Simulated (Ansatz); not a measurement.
The elements of this relaxed trial crystal are hidden behind letters.

```
lattice vectors (Å)
   4.3712    0.0000    0.0000
   0.0000    4.3712    0.0000
   0.0000    0.0000   12.3634
fractional positions
X 0.5000 0.5000 0.0000
Z 0.0000 0.0000 0.7513
Z 0.0000 0.0000 0.2487
Z 0.5000 0.5000 0.5000
Q 0.0000 0.0000 0.0000
Q 0.5000 0.5000 0.2460
Q 0.0000 0.0000 0.5000
Q 0.5000 0.5000 0.7540
```

The calculation used Ansatz 0.2.0, DFT PBE, scalar-relativistic, plane waves, PAW. Settings of the last relaxation (8-atom cell): 420 eV, 8×8×4 k points, Gaussian smearing of 0.10 eV, no spin polarisation.

```
Space group                              : P4/mmm (No. 123)
Conventional cell                        : a = 4.371 Å, c = 12.363 Å
Volume per atom                          : 29.53 Å³
Density                                  : 7.42 g/cm³
Energy over the elements                 : −0.53 eV/atom
Gap on the 8×8×4 mesh of the 8-atom cell : 0.02 eV by band count, less than the smearing, so the run treats it as a metal
```

Energies are uncorrected and count from the elements' standard states at the same level.

Question: X is a p-block element of period 5, Z is a p-block element of period 6 and Q is a p-block element of period 4. Which elements are they?

Answer: X = Sn, Z = Pb, Q = Se, so the formula is SnPb3Se4. Density times volume gives a mean mass of 7.42 × 29.53/1.6605 = 132.0 u per atom, and this set has 132.0 u. Sn is surrounded by 6 Se at 3.04–3.09 Å; around Pb on a site of symmetry 4mm lie 6 Se at 3.08–3.11 Å; Se on a site of symmetry 4/mmm is surrounded by 2 Pb at 3.08 Å and 4 Sn at 3.09 Å; 3 more sites not described. Other sets within the hints have nearly the same mass, so mass alone doesn't settle it; this one was computed.

Spin–orbit coupling, which can matter for Pb, is left out. A later test with randomly moved atoms ended 1 meV/atom lower on a coarse mesh, in Cm at a loose tolerance, which is no clear verdict on its stability.
